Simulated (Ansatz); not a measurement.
Si:
Space group Fd-3m, origin choice 1 (No. 227); a = 5.4440 Å, b = 5.4440 Å, c = 5.4440 Å, α = 90.00°, β = 90.00°, γ = 90.00°

| atom | site | symmetry | x | y | z |
|---|---|---|---|---|---|
| Si | 8a | -43m | 0.0000 | 0.0000 | 0.0000 |
(The calculation used a cell of 2 atoms; values per cell refer to that cell.)

Relaxed with r²SCAN.

Task: Decompose the optical modes at the zone centre into irreducible representations, and say which are infrared and Raman allowed.

Result: Point group m-3m: Γ_opt = T2g. Infrared: none. Raman: T2g.

Task: Assign frequencies (DFPT, r²SCAN (plane waves, PAW; program Ansatz)).

Result: T2g 518 cm⁻¹.

The r²SCAN relaxation kept the symmetry of its start; phonons on a q-mesh show no instability.

Potentials: the earlier of the program's two PAW sets.
